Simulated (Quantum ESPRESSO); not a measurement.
## Ga3SiN3C (input and log of a self-consistent run)

Simulated, not a measurement. The program is pw.x of Quantum ESPRESSO 7.5 (plane-wave density functional theory). The cell is made up: 8 atoms on a zincblende/diamond lattice, with randomly drawn elements, strain and displacements, not relaxed. PseudoDojo standard norm-conserving files (v0.5 for PBE, v0.4.1 for LDA and PBEsol) set the functional; there is no spin polarisation, spin-orbit coupling or dispersion term, and the masses in the input are unused placeholders.

Input:

```
&control calculation='scf', pseudo_dir='./dojo.nc.sr.pbe.v0_5.standard.upf', outdir='./o', disk_io='medium', tprnfor=.true., tstress=.true. /
&system ibrav=0, nat=8, ntyp=4, nbnd=37, ecutwfc=105.61755193, nosym=.true., tot_charge=0,
 occupations='smearing', smearing='fd', degauss=0.0018374661
/
&electrons conv_thr=7.350e-09, electron_maxstep=60, /
ATOMIC_SPECIES
C 1.0 C.upf
Ga 1.0 Ga.upf
N 1.0 N.upf
Si 1.0 Si.upf
CELL_PARAMETERS angstrom
4.5471 0.0168 -0.0236
0.0168 4.5633 0.0545
-0.0241 0.0556 4.5317
ATOMIC_POSITIONS angstrom
Ga -0.1131 -0.0732 -0.0448
Ga -0.1232 2.3041 2.3345
Si 2.2799 0.1552 2.3256
Ga 2.2304 2.416 0.0083
N 1.1003 1.1938 1.23
N 1.0106 3.5679 3.463
C 3.4033 1.2942 3.3927
N 3.4959 3.4575 1.1969
K_POINTS automatic
6 6 6 1 1 1
```

The log is shortened where brackets say so; the opening notice, blank lines, dates and the lines on written files are dropped, and the path of the files is cut. It prints rydbergs, bohrs and kilobars, and counts compression as positive stress. With no partly filled state, the Fermi energy that it prints is only some level between the filled and the empty states on the mesh, and need not lie in the true gap.

```
     Program PWSCF v.7.5
     Parallel version (MPI & OpenMP), running on       1 processor cores
     Number of MPI processes:                 1
     Threads/MPI process:                     1
     [start-up lines left out]
     bravais-lattice index     =            0
     lattice parameter (alat)  =       8.5929  a.u.
     unit-cell volume          =     634.4385 (a.u.)^3
     number of atoms/cell      =            8
     number of atomic types    =            4
     number of electrons       =        62.00
     number of Kohn-Sham states=           37
     kinetic-energy cutoff     =     105.6176  Ry
     charge density cutoff     =     422.4702  Ry
     scf convergence threshold =      7.3E-09
     mixing beta               =       0.7000
     number of iterations used =            8  plain     mixing
     Exchange-correlation= PBE
                           (   1   4   3   4   0   0   0)
     [axes and pseudopotential details left out]
   Cartesian axes
     site n.     atom                  positions (alat units)
         1        Ga     tau(   1) = (  -0.0248725  -0.0160978  -0.0098522  )
         2        Ga     tau(   2) = (  -0.0270936   0.5067083   0.5133937  )
         3        Si     tau(   3) = (   0.5013863   0.0341310   0.5114365  )
         4        Ga     tau(   4) = (   0.4905005   0.5313169   0.0018253  )
         5        N      tau(   5) = (   0.2419735   0.2625356   0.2704966  )
         6        N      tau(   6) = (   0.2222470   0.7846380   0.7615689  )
         7        C      tau(   7) = (   0.7484399   0.2846152   0.7461088  )
         8        N      tau(   8) = (   0.7688041   0.7603593   0.2632174  )
     number of k points=   108  Fermi-Dirac smearing, width (Ry)=  0.0018
     Number of k-points >= 100: set verbosity='high' to print them.
     Dense  grid:    92965 G-vectors     FFT dimensions: (  60,  60,  60)
     Estimated max dynamical RAM per process >     120.19 MB
     Initial potential from superposition of free atoms
     starting charge      61.9913, renormalised to      62.0000
     Starting wfcs are   47 randomized atomic wfcs
     total cpu time spent up to now is       29.9 secs
     per-process dynamical memory:    96.3 Mb
     Self-consistent Calculation
     iteration #  1     ecut=   105.62 Ry     beta= 0.70
     Davidson diagonalization with overlap
     ethr =  1.00E-02,  avg # of iterations =  3.1
     total cpu time spent up to now is       96.8 secs
     total energy              =    -540.77274910 Ry
     estimated scf accuracy    <       2.03002839 Ry
     iteration #  2     ecut=   105.62 Ry     beta= 0.70
     Davidson diagonalization with overlap
     ethr =  3.27E-03,  avg # of iterations =  3.0
     total cpu time spent up to now is      159.9 secs
     total energy              =    -541.35299998 Ry
     estimated scf accuracy    <       1.87507713 Ry
     iteration #  3     ecut=   105.62 Ry     beta= 0.70
     Davidson diagonalization with overlap
     ethr =  3.02E-03,  avg # of iterations =  2.0
     total cpu time spent up to now is      227.1 secs
     total energy              =    -541.66391599 Ry
     estimated scf accuracy    <       0.04422195 Ry
     iteration #  4     ecut=   105.62 Ry     beta= 0.70
     Davidson diagonalization with overlap
     ethr =  7.13E-05,  avg # of iterations =  6.5
     total cpu time spent up to now is      310.4 secs
     total energy              =    -541.68210628 Ry
     estimated scf accuracy    <       0.00665325 Ry
     iteration #  5     ecut=   105.62 Ry     beta= 0.70
     Davidson diagonalization with overlap
     ethr =  1.07E-05,  avg # of iterations =  6.3
     total cpu time spent up to now is      386.6 secs
     total energy              =    -541.68291762 Ry
     estimated scf accuracy    <       0.00312038 Ry
     iteration #  6     ecut=   105.62 Ry     beta= 0.70
     Davidson diagonalization with overlap
     ethr =  5.03E-06,  avg # of iterations =  2.0
     total cpu time spent up to now is      434.0 secs
     total energy              =    -541.68319570 Ry
     estimated scf accuracy    <       0.00033333 Ry
     iteration #  7     ecut=   105.62 Ry     beta= 0.70
     Davidson diagonalization with overlap
     ethr =  5.38E-07,  avg # of iterations =  3.0
     total cpu time spent up to now is      485.9 secs
     total energy              =    -541.68324050 Ry
     estimated scf accuracy    <       0.00002783 Ry
     iteration #  8     ecut=   105.62 Ry     beta= 0.70
     Davidson diagonalization with overlap
     ethr =  4.49E-08,  avg # of iterations =  3.9
     total cpu time spent up to now is      559.4 secs
     total energy              =    -541.68324971 Ry
     estimated scf accuracy    <       0.00000419 Ry
     iteration #  9     ecut=   105.62 Ry     beta= 0.70
     Davidson diagonalization with overlap
     ethr =  6.76E-09,  avg # of iterations =  2.2
     total cpu time spent up to now is      624.9 secs
     total energy              =    -541.68325065 Ry
     estimated scf accuracy    <       0.00000057 Ry
     iteration # 10     ecut=   105.62 Ry     beta= 0.70
     Davidson diagonalization with overlap
     ethr =  9.15E-10,  avg # of iterations =  2.2
     total cpu time spent up to now is      692.2 secs
     total energy              =    -541.68325071 Ry
     estimated scf accuracy    <       0.00000009 Ry
     iteration # 11     ecut=   105.62 Ry     beta= 0.70
     Davidson diagonalization with overlap
     ethr =  1.45E-10,  avg # of iterations =  3.0
     total cpu time spent up to now is      770.0 secs
     End of self-consistent calculation
     Number of k-points >= 100: set verbosity='high' to print the bands.
     the Fermi energy is    10.6872 ev
!    total energy              =    -541.68325073 Ry
     estimated scf accuracy    <          6.9E-09 Ry
     smearing contrib. (-TS)   =       0.00000000 Ry
     internal energy E=F+TS    =    -541.68325073 Ry
     The total energy is F=E-TS. E is the sum of the following terms:
     one-electron contribution =    -196.32258347 Ry
     hartree contribution      =     153.41438932 Ry
     xc contribution           =    -151.65595855 Ry
     ewald contribution        =    -347.11909804 Ry
     convergence has been achieved in  11 iterations
     Forces acting on atoms (cartesian axes, Ry/au):
     atom    1 type  2   force =     0.02221446    0.10777485    0.03771635
     atom    2 type  2   force =     0.10991308    0.01196729   -0.02794407
     atom    3 type  4   force =    -0.04949576    0.01791808   -0.02391426
     atom    4 type  2   force =     0.00181184   -0.05826752    0.02034795
     atom    5 type  3   force =     0.06652582   -0.05013475    0.00884506
     atom    6 type  3   force =     0.12024801    0.00446154   -0.08125908
     atom    7 type  1   force =    -0.13031545   -0.10384813    0.03978260
     atom    8 type  3   force =    -0.14090201    0.07012863    0.02642544
     Total force =     0.341483     Total SCF correction =     0.000282
     Computing stress (Cartesian axis) and pressure
          total   stress  (Ry/bohr**3)                   (kbar)     P=       -4.54
  -0.00012880  -0.00008286  -0.00014353          -18.95      -12.19      -21.11
  -0.00008286  -0.00008906  -0.00051467          -12.19      -13.10      -75.71
  -0.00014353  -0.00051467   0.00012533          -21.11      -75.71       18.44
     init_run     :     27.40s CPU     29.73s WALL (       1 calls)
     electrons    :    673.92s CPU    740.14s WALL (       1 calls)
     forces       :     11.25s CPU     11.39s WALL (       1 calls)
     stress       :     36.74s CPU     36.93s WALL (       1 calls)
     [timing details left out]
     PWSCF        :  12m29.79s CPU  13m40.04s WALL
     JOB DONE.
```

In other units: free energy -7369.976 eV for the cell, pressure -0.45 GPa, largest force component 3.623 eV/Å. This run is the check on a run of the same cell at 1143 eV and a 4 x 4 x 4 mesh: rerunning at 1437 eV and a 6 x 6 x 6 mesh moved values by no more than 0.004 eV in energy, 0.02 GPa in stress and 0.002 eV/Å in force.